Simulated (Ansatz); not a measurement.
Li (bcc (W type), Im-3m) at seven volumes, DFT-PBE in the program Ansatz with PAW potentials, scaled uniformly. One row is withheld.

| V (Å³/atom) | P (GPa) |
|---|---|
| 18.434 | 1.54 |
| 19.042 | 0.96 |
| 19.650 | ? |
| 20.257 | 0.00 |
| 20.865 | -0.39 |
| 21.473 | -0.74 |
| 22.081 | -1.04 |

Problem. Fit the shown pressures and predict the withheld one.

Solution. P = (3/2)B₀(x^(7/2) − x^(5/2))[1 + (3/4)(B′ − 4)(x − 1)] with x = (V₀/V)^(2/3). Least squares on the six rows gives V₀ = 20.259 Å³/atom, B₀ = 14.0 GPa, B′ = 3.33. At V = 19.650, x = 1.0206 and P = 0.45 GPa. The run itself gave 0.45 GPa.

The PBE relaxation kept the symmetry of its start.

Potentials: the earlier of the program's two PAW sets.
